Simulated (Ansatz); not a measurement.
**TiRh: frozen-core PAW against all-electron methods**

```xyz
2
Lattice="3.0478 0.0000 0.0000 0.0000 3.0478 0.0000 0.0000 0.0000 3.3500" Properties=species:S:1:pos:R:3 pbc="T T T"
Ti    1.5239    1.5239    1.6750
Rh    0.0000    0.0000    0.0000
```

Atom numbers follow the list: Ti1, Rh2.

The cell comes from COD entry 1523124, which wasn't checked; take it as a given geometry. The listed cell was then made from it by scaling, straining or moving an atom.

Spin polarisation is left out, and whether a magnetic state lies lower isn't shown here.

All numbers are computed: DFT, PBEsol, PAW with Ansatz's default frozen-core files, scalar-relativistic (Ansatz 0.2.0); DFT, PBEsol, all-electron PAW with datasets made for the crystal, scalar-relativistic (Ansatz 0.2.0); DFT, PBEsol, all-electron LAPW, scalar-relativistic (Ansatz 0.2.0).

For PAW: a Γ-centred 11×11×10 k mesh, Fermi–Dirac smearing of 0.05 eV, cutoff 420 eV, no spin polarisation; the PAW files were made with PBE, and the program remakes their frozen cores for this functional. The crystal-made all-electron datasets (AE datasets) take a cutoff of 300 eV at this cell. LAPW targets a basis error of 1 meV/atom. The Ansatz runs share mesh, smearing and spin set-up. Plane-wave (PAW) pressures include the program's estimate of the Pulay term.

Stress and pressure are positive in compression.

The change that made this cell: equal xx and yy strain of +2 %.

```tsv
quantity	PAW	AE datasets	LAPW
pressure (GPa)	-13.07	-13.07	-13.08
stress xx (GPa)	-14.37	-14.38	-14.38
stress zz (GPa)	-10.47	-10.47	-10.47
```

PAW's pressure differs from the LAPW value by about 0.01 GPa or less.
